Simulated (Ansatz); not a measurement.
CdTe (zinc blende), relaxed with HSE06 (Ansatz, a program for electronic structure, plane waves, PAW): a = b = c = 6.564 Å, α = β = γ = 90.00°.

- gap (eV) = 1.50
- B₀ by P(V) fit (GPa) = 39.6

Task: The same phase is relaxed and computed with LDA in the same code. What are the cell and these values now?

Result: a = 6.4087 Å, b = 6.4087 Å, c = 6.4087 Å, α = 90.00°, β = 90.00°, γ = 90.00°.

* **gap (eV)**: 0.61
* **B₀ by P(V) fit (GPa)**: 46.2

All cells were relaxed under the symmetry of their starts (and spin orders); stability against distortions was not tested throughout. Spin–orbit coupling is left out wherever it is not named.

Potentials: the later of the program's two PAW sets.

Ansatz is a plane-wave DFT program.
